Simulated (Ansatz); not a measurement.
# K2NaBiF6: kick along a soft mode, then relaxed

Theory: DFT PBEsol, scalar-relativistic, plane waves, PAW (Ansatz 0.2.0). The runs took a 420 eV cutoff, a Γ-centred 6×6×6 mesh and Gaussian smearing (0.05 eV). Spin–orbit coupling is left out, which can shift energies with elements as heavy as these. No spin polarisation. Energies are free energies at this smearing, counted from the undisturbed cell; pressure is positive in compression.

Zero of the scan (relaxed at this level; it needn't be the usual structure):

```yaml
crystal:
  lattice:
    - [0.00000, 4.46839, 4.46839]
    - [4.46839, 0.00000, 4.46839]
    - [4.46839, 4.46839, 0.00000]
  atoms:
    - { symbol: K, position: [0.75000, 0.75000, 0.75000] }
    - { symbol: K, position: [0.25000, 0.25000, 0.25000] }
    - { symbol: Na, position: [0.50000, 0.50000, 0.50000] }
    - { symbol: Bi, position: [0.00000, 0.00000, 0.00000] }
    - { symbol: F, position: [0.74953, 0.25047, 0.25047] }
    - { symbol: F, position: [0.25047, 0.25047, 0.74953] }
    - { symbol: F, position: [0.25047, 0.74953, 0.74953] }
    - { symbol: F, position: [0.25047, 0.74953, 0.25047] }
    - { symbol: F, position: [0.74953, 0.25047, 0.74953] }
    - { symbol: F, position: [0.74953, 0.74953, 0.25047] }
```

The atoms are moved along a zone-centre mode of 68i cm⁻¹ (Å):

```
atom ux uy uz
  K1  0.000   0.150  0.000
  K2  0.000   0.150  0.000
 Na3  0.000  -0.005  0.000
 Bi4  0.000  -0.006  0.000
  F5  0.000  -0.133  0.000
  F6  0.000  -0.133  0.000
  F7  0.000  -0.133  0.000
  F8  0.000  -0.006  0.000
  F9  0.000  -0.006  0.000
 F10  0.000  -0.133  0.000
```

Cell and atoms are then relaxed.

Question: Does the relaxation return to the undisturbed structure?

Answer: No. It ends 6.2 meV/atom below it. The final space group reads I4mm (tolerance 0.01 Å) and the volume changes by 1.90 %.

Final structure:

```
CELL_PARAMETERS angstrom
0.00000 4.55536 4.46730
4.46730 0.00000 4.46730
4.46730 4.55536 0.00000
ATOMIC_POSITIONS crystal
K 0.79134 0.70866 0.79134
K 0.29134 0.20866 0.29134
Na 0.50061 0.49939 0.50061
Bi 0.99934 0.00066 0.99934
F 0.72295 0.27705 0.22190
F 0.22190 0.27705 0.72295
F 0.22190 0.77810 0.72295
F 0.24681 0.75319 0.24681
F 0.75242 0.24758 0.75242
F 0.72295 0.77810 0.22190
```

The relaxation, step by step (energy from the first step; small jumps at an unchanged geometry come where the plane waves are selected anew for the new cell):

| step | ΔE (meV/atom) | largest force component (eV/Å) | pressure (GPa) |
| --- | --- | --- | --- |
| 1 | 0.0 | 0.077 | 0.01 |
| 2 | -0.9 | 0.073 | 0.12 |
| 3 | -1.8 | 0.191 | 0.26 |
| 4 | -2.4 | 0.128 | 0.15 |
| 5 | -3.0 | 0.035 | 0.00 |
| 6 | -3.0 | 0.009 | -0.02 |
| 7 | -3.0 | 0.007 | 0.02 |
| 8 | -3.9 | 0.006 | 0.11 |
| 9 | -3.7 | 0.005 | -0.01 |
| 10 | -3.9 | 0.005 | 0.00 |

Cost: 1 run of about 4.8 core-minutes, on Arm Neoverse V1 (shared hosts).